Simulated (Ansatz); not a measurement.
C:
```
CELL_PARAMETERS angstrom
     -2.44553     3.89986     1.65528
      2.44553    -3.89986     1.65528
      2.44553     3.89986    -1.65528
ATOMIC_POSITIONS crystal
  C  0.41133 0.00000 0.91133
  C  0.58867 0.50000 0.58867
  C  0.58867 0.00000 0.08867
  C  0.41133 0.50000 0.41133
  C  0.44988 0.87716 0.57272
  C  0.80444 0.87716 0.92728
  C  0.55012 0.12284 0.42728
  C  0.19556 0.12284 0.07272
```

Relaxed with PBE. Special points in fractions of this cell's reciprocal vectors: Γ (0.000, 0.000, 0.000); X (0.500, -0.500, 0.500); F0 (0.348, -0.348, 0.652); Σ0 (-0.348, 0.348, 0.348); Λ0 (0.295, 0.295, -0.295); G0 (0.705, -0.295, 0.295); R (0.000, 0.500, 0.000); W (0.250, 0.250, 0.250); S (0.500, 0.000, 0.000); T (0.000, 0.000, 0.500).

Task: List the band energies nearest the Fermi level at these points for DFT-PBE in the program Ansatz with PAW potentials.

Result: In eV from the Fermi level; about four levels below and three above (degenerate sets whole), none deeper than 8.9 eV; points with the same levels are listed once.

```
k                     below                above
--  -----------------------  -------------------
Γ   -2.46 -2.42 -1.22 -0.98       0.48 1.92 4.90
X   -4.58 -2.30 -2.17 -0.64       1.80 3.91 4.19
F0  -3.82 -2.50 -2.09 -0.75       0.91 3.76 3.99
Λ0  -4.44 -4.31 -1.74 -0.97       1.61 3.00 3.90
R   -5.06 -4.31 -3.50 -0.28       0.76 4.22 4.52
W   -4.62 -4.62 -2.10 -2.10  2.35 2.35 5.51 5.51
S   -4.38 -3.57 -1.88 -1.25       1.23 3.19 4.83
T   -2.96 -2.96 -1.55 -1.55  1.60 1.60 5.17 5.17
```

Space group Imma. The start of the workflow was typed in or built on a structure type; neither database checked (COD, Materials Project) lists it. It is not the phase usual at ambient conditions (space group No. 194, 227). Symmetry was held in the PBE relaxation; whether a distortion lowers the energy is not shown. The Fermi level of a semimetal is unsure by some 0.05 eV on such meshes.

Potentials: the earlier of the program's two PAW sets.
